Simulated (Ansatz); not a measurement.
**Two-dimensional strain map in Cd**

Theory: DFT PBEsol, scalar-relativistic, plane waves, PAW (Ansatz). The runs took a 420 eV cutoff, a Γ-centred 18×18×18 mesh and Gaussian smearing (0.15 eV). No spin polarisation. Energies are free energies at this smearing, counted from the undisturbed cell; pressure is positive in compression.

Reference structure (as given, not relaxed at this level; it stands at -2.1 GPa; this fcc form isn't the usual structure):

```xyz
1
Lattice="0.0000 2.2181 2.2181 2.2181 0.0000 2.2181 2.2181 2.2181 0.0000" Properties=species:S:1:pos:R:3 pbc="T T T"
Cd    0.0000    0.0000    0.0000
```

The cell is strained by p along both x and y and by q along z, fractional coordinates fixed. Points are written (p, q).

Energy above the undisturbed cell in meV/atom (a dash: not computed):

```
 p \ q  -0.030  -0.015  0.000  0.015  0.030
-0.030     4.0    -0.9   -2.8   -2.1    1.2
-0.015    -4.3       –   -5.3      –    3.1
 0.000    -4.5    -3.3    0.0    5.4   12.5
 0.015     2.2       –   11.7      –   28.0
 0.030    14.8    20.9   28.6      –   48.4
```

Pressure in GPa:

```csv
p \ q,-0.030,-0.015,0.000,0.015,0.030
-0.030,3.4,2.2,1.3,0.4,-0.4
-0.015,1.2,–,-0.6,–,-2.0
0.000,-0.6,-1.4,-2.1,-2.8,-3.3
0.015,-2.1,–,-3.4,–,-4.4
0.030,-3.3,-3.9,-4.4,–,-5.2
```